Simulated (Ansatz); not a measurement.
**Ti — field gradients at the nuclei**

The cell is a structure deposited in the COD whose atoms were relaxed with PBE, the cell held.

```yaml
crystal:
  lattice:
    - [2.95000, 0.00000, 0.00000]
    - [-1.47500, 2.55477, 0.00000]
    - [0.00000, 0.00000, 4.68600]
  atoms:
    - { symbol: Ti, position: [0.33333, 0.66667, 0.25000] }
    - { symbol: Ti, position: [0.66667, 0.33333, 0.75000] }
```

Atom numbers follow the list; atoms alike are taken as one site, whose name carries the number of the first.

All values are calculated (Ansatz; DFT, r2SCAN, plane waves and PAW, scalar-relativistic, 500 eV cutoff, Γ-centred 18×18×10 k-points, Fermi–Dirac smearing 0.05 eV), not measured.

C_Q = eQV_zz/h, which is 24.18 MHz for Q = 1 b and V_zz = 10²¹ V/m²; η = (V_xx − V_yy)/V_zz.

⁴⁹Ti: I = 7/2, Q = 247.0 mb. Nuclear quadrupole moments: year-2017 set (Pyykkö).

| site | atoms (order as listed) | first shell | V_zz (10²¹ V/m²) | η | C_Q (MHz) |
| --- | --- | --- | --- | --- | --- |
| Ti | 1, 2 | 12 Ti at 2.90–2.95 Å | 1.79 | 0.00 | 10.7 |

An axis of threefold or higher order runs through Ti, so V_zz lies along it and η is zero.

The run finds no gap above 0.1 eV (a metal, or nearly one), so the gradients can move by 10 % or more with the k-mesh.

Hardware: 1 thread of AMD EPYC 9R45 (Zen 5) (x86_64; 16 cores open to the job, memory cap 3.0 GiB, no GPU), a shared host with a load of 0.3 a core. Wall time 5.9 s, CPU time 5.8 s, peak memory 0.55 GiB.
